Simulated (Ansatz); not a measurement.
Structure: OsFCl (Janus 1T monolayer), at its r2SCAN minimum. The sheet's in-plane cell has a = 3.475 Å, b = 3.475 Å (γ = 120.0°), and its outermost atoms lie 2.08 Å apart along the normal. Around Os lie 3 F at 2.25 Å and 3 Cl at 2.27 Å; around F lie 3 Os at 2.25 Å; around Cl lie 3 Os at 2.27 Å.

```cif
data_structure
_symmetry_space_group_name_H-M 'P 1'
_symmetry_Int_Tables_number 1
_cell_length_a 3.4753
_cell_length_b 3.4753
_cell_length_c 29.0150
_cell_angle_alpha 90.000
_cell_angle_beta 90.000
_cell_angle_gamma 120.000
_cell_volume 303.48
loop_
_atom_site_label
_atom_site_type_symbol
_atom_site_fract_x
_atom_site_fract_y
_atom_site_fract_z
_atom_site_occupancy
Os1 Os 0.00000 0.00000 0.31074 1
F1 F 0.33333 0.66667 0.34582 1
Cl1 Cl 0.66667 0.33333 0.27400 1
```
Two periodic directions, a and b.

5 runs of Ansatz on this cell differ in the functional (and in the settings that go with it). Levels are in eV from each run's valence top; v1 is the last filled band, c1 the first empty one.

Run A, mean stress -3.7 N/m (compression positive):
```tsv
point	v2	v1	c1	c2
Γ	-1.36	-0.08	2.43	2.43
M	-0.46	-0.35	1.34	2.24
K	-0.69	-0.36	1.48	2.22
```

Run B, mean stress +1.2 N/m (compression positive):
```tsv
point	v2	v1	c1	c2
Γ	-1.33	-0.06	2.52	2.52
M	-0.45	-0.34	1.47	2.35
K	-0.65	-0.36	1.58	2.36
```

Run C, mean stress -0.3 N/m (compression positive):
```tsv
point	v2	v1	c1	c2
Γ	-1.40	-0.02	3.86	3.86
M	-0.55	-0.44	2.86	3.71
K	-0.61	-0.43	2.80	3.80
```

Run D, mean stress 0.0 N/m (compression positive):
```tsv
point	v2	v1	c1	c2
Γ	-1.36	-0.04	2.94	2.94
M	-0.50	-0.40	1.94	2.78
K	-0.63	-0.39	1.95	2.84
```

Run E, mean stress -0.1 N/m (compression positive):
```tsv
point	v2	v1	c1	c2
Γ	-1.45	-0.02	4.68	4.98
M	-0.59	-0.46	3.92	4.81
K	-0.59	-0.45	3.82	4.92
```

**Question.** Match the runs to LDA, PBE, r2SCAN, r2SCANh, PBE0.

**Answer.** A is LDA, B is PBE, C is r2SCANh, D is r2SCAN, E is PBE0. In order of the gap: LDA 1.26, PBE 1.39, r2SCAN 1.84, r2SCANh 2.74, PBE0 3.78 eV.

All values are calculated for a non-magnetic cell, which may be hypothetical.

No spin-orbit coupling is included; it can move band edges with weight on the heavy atoms by tenths of an eV.

The stress of a hybrid is loosely converged in these runs.

The meshes of the hybrids are coarse, so their gaps aren't converged to the digits shown.
